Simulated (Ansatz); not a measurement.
Input and command of a plane-wave DFT calculation in Ansatz:

```yaml
crystal:
  lattice:
    - [4.034016, 0.0, 0.0]
    - [0.0, 4.034016, 0.0]
    - [0.0, 0.0, 4.94667]
  atoms:
    - { symbol: Pb, position: [0.0, 0.5, 0.2351] }
    - { symbol: Pb, position: [0.5, 0.0, 0.7649] }
    - { symbol: O, position: [0.0, 0.0, 0.0] }
    - { symbol: O, position: [0.5, 0.5, 0.0] }
basis:
  ecutwfc: 420
kpoints:
  mp_grid: { grid: [8, 8, 6] }
hamiltonian:
  xc: pbesol
scf:
  occupations: { method: gaussian, width: 0.05 }
output:
  forces: true
  stress: true
  eigenvalues: true
```

```bash
ansatz run input.yaml --threads 1 --pin off --max-ram 2560MiB --backend cpu --events-out ev --progress --plain --runs-dir out
```

Processor: Arm Neoverse V1, 1 thread, on a host shared with other jobs.

Q: How long does it run, and how much memory does it take?

A: About 7.7 s on 1 thread of Arm Neoverse V1 (shared host), peak memory 0.37 GiB. It solves 24 bands at 60 k points (the mesh reduced by symmetry) with about 1561 plane waves, in 7 SCF iterations.
